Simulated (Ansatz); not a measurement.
# Li4H4S, a known structure type with other elements, at an estimated volume

```yaml
crystal:
  lattice:
    - [0.00000, 0.00000, 4.18473]
    - [3.22427, -3.22427, 2.09237]
    - [3.22427, 3.22427, -2.09237]
  atoms:
    - { symbol: Li, position: [0.21100, 0.18400, 0.60600] }
    - { symbol: Li, position: [0.39500, 0.39400, 0.18400] }
    - { symbol: Li, position: [0.78900, 0.81600, 0.39400] }
    - { symbol: Li, position: [0.60500, 0.60600, 0.81600] }
    - { symbol: H, position: [0.29200, 0.77400, 0.35800] }
    - { symbol: H, position: [0.06600, 0.64200, 0.77400] }
    - { symbol: H, position: [0.70800, 0.22600, 0.64200] }
    - { symbol: H, position: [0.93400, 0.35800, 0.22600] }
    - { symbol: S, position: [0.00000, 0.00000, 0.00000] }
```

The numbers come from plane-wave PAW DFT (Ansatz): PBE, no spin polarisation, 420 eV, 7×7×7 Γ-centred k points, fermi-dirac occupations (width 0.1 eV). Nothing was relaxed.

Q: What does the stress say?

A: The pressure is 1.4 GPa (compression positive), so with the atoms held at these fractions the cell would first expand; the forces are large, so a full relaxation may end otherwise. The principal stresses -6.5, 5.4, 5.4 GPa differ, so its shape would change too.

Q: What happens at the Fermi level?

A: It is a metal, with about 1.9 states/eV a cell as the mean within 0.25 eV of the Fermi level, mostly S p (37 %), H s (33 %) and Li s (16 %).

Q: What do density and ELF say about some of the short contacts?

A: Li–H at 1.91 Å: least valence density 0.11 e/Å³ and ELF 0.04 there. H–S at 1.93 Å: least valence density 0.43 e/Å³ and ELF 0.54 there. Both are smooth PAW fields, read partly inside the augmentation spheres.

Q: Is it stable against the elements?

A: -0.02 eV an atom against the elements' usual phases (free molecules for gases, crystals otherwise, with no correction for O₂ or N₂), too near zero to call. Relaxing would lower it.

Q: How is the charge shared?

A: Bader charges in e: Li +0.86, H -0.65, S -0.81. In the mean Li gives up most and S takes most.

Origin: a known structure type with other elements, at an estimated volume, so it need not be a known compound.
